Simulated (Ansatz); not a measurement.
An Ansatz input:

```yaml
crystal:
  lattice:
    - [4.3764620595, 0.0, 0.0]
    - [-2.1882310298, 3.7901273223, 0.0]
    - [0.0, 0.0, 2.3385085095]
  atoms:
    - { symbol: V, position: [1.0, 0.0, 0.0], spin: 1.0 }
    - { symbol: V, position: [0.3333333333, 0.6666666667, 0.5], spin: 1.0 }
    - { symbol: V, position: [0.6666666667, 0.3333333333, 0.5], spin: 1.0 }
hamiltonian:
  xc: r2scan
  pseudopotentials:
    kind: paw
    azcp:
      V: "pseudopotentials/V.paw.azcp"
basis:
  ecutwfc: 500
  fft_grid_basis: typed
kpoints:
  mp_grid: { grid: [11, 11, 17], shift: [0, 0, 0] }
magnetization:
  spin_polarized: true
scf:
  occupations: { method: fermi_dirac, width: 0.05 }
output:
  stress: true
```

Output

```
Engine: ansatz 0.2.0, aarch64-unknown-linux-gnu
Pseudopotentials: kind: paw
Pseudopotential: V, paw, valence charge 13, recommended cutoff 500 eV (meta_gga) 
Functional definition: r2SCAN
  parameter k0 = 0.174
  parameter k1 = 0.065
  parameter a1 = 4.9479
  exchange = r2scan_x(k0 = k0, k1 = k1, a1 = a1)
  correlation = r2scan_c
Crystal: 3 atoms, lattice volume = 38.790 Å³
Basis set: ecut = 500 eV, 975 PW (Γ), exchange–correlation on 128×128×72 points (64 copies of the dense FFT grid, shifted against one another)
Bands: 26, of which v1, the nominal top of the filled ones, is band 20 counted from 1 (19 counted from 0)
Symmetry: 24 space group operations
Space group: P6/mmm (ITA 191), of the structure as read, at distance tolerance 3.4e-5 Å
Magnetic group: BNS 191.233 (UNI 1463), of the structure as read, at distance tolerance 3.4e-5 Å
k-points: 144 of 2057
Non-local potential: V, projectors of the file, l = 0: 3, l = 1: 2, l = 2: 3, l = 3: 1
PAW form: soft (Blöchl's): semilocal exchange-correlation on the pseudo side does not see the compensation charge
PAW frozen core: V, regenerated for the run's functional (the file was generated under x = pbe(κ = 0.804, μ = 0.2195149727645171), c = pbe(β = 0.06672455060314922))
PAW one-centre angular grid: V, 590 points (default); XC on 160 Gauss nodes
Initial density: superposition of atomic densities (chi_scale 0.1, normalization cell)
Starting moments: Σ|m| = 3 μB on 3 of 3 sites
Initial wavefunctions: pseudopotential atomic-orbital guess
Functional: x = r2scan, c = r2scan; τ floored in thin density (d = 2e-4 eV/Å³)
SCF iter   1: F=—  HF=-8750.826208 eV  |F-HF|=—  |Δ(HF+E_count)|=         —  Δρ=7.84e-2 (↑7.84e-2 ↓2.72e-2)  dr2=3.11e0  dr2_τ=3.10e-2  dr2_m=3.96e-1  M=1.781 μB ∫|m|=1.783 μB  β_m=0.74  ethr=3.10e-3  ⟨swp⟩=3.2  Hψ=24737  notcnv=0
Mixer restart at iter 1: flushing history
SCF iter   2: F=—  HF=-8749.824223 eV  |F-HF|=—  |Δ(HF+E_count)|=    1.00e0  Δρ=3.80e-2 (↑3.80e-2 ↓2.07e-2)  dr2=1.05e0  dr2_τ=7.74e-3  dr2_m=5.58e-2  M=1.589 μB ∫|m|=1.601 μB  β_m=1.00  ethr=3.10e-3  ⟨swp⟩=2.7  Hψ=15510  notcnv=0  defer=222  κ⁻¹=1.0e0(r=1)
SCF iter   3: F=—  HF=-8750.033977 eV  |F-HF|=—  |Δ(HF+E_count)|=   2.10e-1  Δρ=1.12e-2 (↑8.95e-3 ↓1.12e-2)  dr2=5.18e-2  dr2_τ=2.21e-3  dr2_m=5.45e-3  M=1.257 μB ∫|m|=1.282 μB  β_m=1.00  ethr=2.69e-3  ⟨swp⟩=3.1  Hψ=14709  notcnv=0  defer=222  κ⁻¹=5.1e-2(r=2)
SCF iter   4: F=—  HF=-8750.380786 eV  |F-HF|=—  |Δ(HF+E_count)|=         —  Δρ=2.65e-2 (↑2.58e-2 ↓2.65e-2)  dr2=3.85e-2  dr2_τ=9.54e-3  dr2_m=2.22e-1  M=0.196 μB ∫|m|=0.323 μB  β_m=1.00  ethr=1.33e-4  ⟨swp⟩=2.7  Hψ=14758  notcnv=0  defer=156
...
SCF iter  18: F=—  HF=-8750.832810 eV  |F-HF|=—  |Δ(HF+E_count)|=   1.59e-9  Δρ=9.53e-7 (↑9.53e-7 ↓7.46e-7)  dr2=1.35e-10  dr2_τ=1.16e-11  dr2_m=2.44e-10  M=0.000 μB ∫|m|=0.000 μB  β_m=0.91  ethr=1.00e-12  ⟨swp⟩=1.0  Hψ=21910  notcnv=0  κ⁻¹=2.2e-6(r=8)
SCF iter  19: F=—  HF=-8750.832810 eV  |F-HF|=—  |Δ(HF+E_count)|=   1.32e-9  Δρ=4.46e-7 (↑4.28e-7 ↓4.46e-7)  dr2=7.65e-12  dr2_τ=3.09e-12  dr2_m=6.57e-11  M=0.000 μB ∫|m|=0.000 μB  β_m=1.00  ethr=1.00e-12  ⟨swp⟩=2.0  Hψ=14221  notcnv=0  κ⁻¹=3.8e-6(r=8)
SCF iter  20: F=-8750.832810 eV  HF=-8750.832810 eV  |F-HF|=2.15e-10  |Δ(HF+E_count)|=  3.11e-10  Δρ=4.12e-7 (↑4.12e-7 ↓2.94e-7)  dr2=7.22e-11  dr2_τ=1.90e-12  dr2_m=3.64e-11  M=0.000 μB ∫|m|=0.000 μB  ethr=1.00e-12  ⟨swp⟩=2.0  Hψ=13820  notcnv=0
SCF 1 converged in 20 iterations: F = -8750.832810 eV  dr2 = 7.22e-11
WARN: the starting moments were not kept: the SCF closed with an absolute magnetisation of 1.2e-5 μB, where they sum to 3 μB in size (3 sites). That is at most 0.1 of that sum. Measured as dr2_m measures the in/out step, that magnetisation stands 8.2e-11 eV from none, at or under the dr2_threshold of 1.0e-7 eV: it is no larger than a step whose dr2_m would equal this threshold. The system may hold no moment; this SCF shows only that its start led to no more than that. To try another start: raise the starting moments (crystal.atoms[].spin, magnetization.per_species, magnetization.initial_magnetization, or on a non-collinear deck that types none of these the spinor_matrix: blocks that start its atoms; where the total moment is fixed, keep their sum and leave initial_magnetization as it is; typed ones take the place of any that the run laid by itself, positive ones on a crystal's lanthanoids without a Hubbard term where scf.initial_density.shell_occupations: [] is typed) or, if the notice of its spin-set hold's release reads "site moments contracting" or "site moments show no strong build", lengthen the hold (scf.mixing.spin_hold: { on: { confirm: 4 } }; for m-r²SCAN on two components see the key's manual first). Each may lead to a state that holds a moment. A second SCF, from the converged charge density, with the starting moments and any scf.initial_density.shell_occupations laid on it anew, would have followed, and was not run: the deck does not ask for one (magnetization.retry_lost_moments is false, the default). To let it run, set magnetization.retry_lost_moments: true and run the deck again, where that key's refused combinations let it; where memory then withholds it, that run's warning says so.
this state was not tested for a lower state beside it, because the mixer in use, unlike msr1, does not test its closes by its own steps (another_mixer; see scf.mixing.algorithm and scf.lower_state_search)
SCF converged after 20 iterations
Magnetization: 0.0000 μB (19.5000 up, 19.5000 down)
Absolute magnetization: 0.0000 μB (∫|ρ↑−ρ↓|, with the PAW one-centre terms)
Spin contamination: 0.0000 ħ² per cell (⟨S²⟩ above its minimum at these occupations)
Per-site moments (μB) at R_I (Å): [(8.713857304650669e-6, 0.9646347601687499), (-3.6680961843238436e-7, 0.9646347601687499), (-3.6680961833926775e-7, 0.9646347601687499)]
Free energy (F): -8750.832810 eV
Harris-Foulkes:  -8750.832810 eV  (|F-HF|=2.15e-10)
Internal energy: -8750.804607 eV  (E = F + TS)
E sigma→0 (E₀):  -8750.818709 eV
Entropy (-TS):   -0.028202 eV (-9.401 meV/atom)
Fermi energy:    17.486086 eV
--- Per-component energies (eV) ---
  E_band       = -448.309696
  E_kinetic    = 1013.917503
  E_local      = -2620.013898  (includes V_loc(G=0)·N_el)
  E_nonlocal   = -135.249676
  E_hartree    = 1213.856685
  E_xc         = -381.306582
  E_vxc        = -555.139682  (∫ρ·V_xc dr)
  E_paw        = -3365.510202  (= ΣΔE_a)
  E_vpaw       = -616.672616  (= ΣTr[D̂ρ^β])
  E_aug_tail   = 0.000538  (compensation charges beyond the density's cutoff)
  E_vtau       = 37.134775  (kinetic-family band-sum trace: ∫τ·v_τ [+ j·A + Jᵃ·Aᵃ] dr)
  E_ewald      = -4475.701633
  E_core_change = -0.797343  (= ΣΔE_core)
  E_smearing   = -0.028202  (= −TS)
  E_closure    = -0.000000  (closes the sum)
  Σ components = -8750.832810   (vs F -8750.832810, Δ=0.00e0)
--- Stress (GPa, compression-positive) ---
        7.791014      -0.000000       0.000000
       -0.000000       7.791014       0.000000
        0.000000       0.000000       8.354463
  P = ⅓ Tr σ = 7.9788 GPa (79.788 kbar)
```
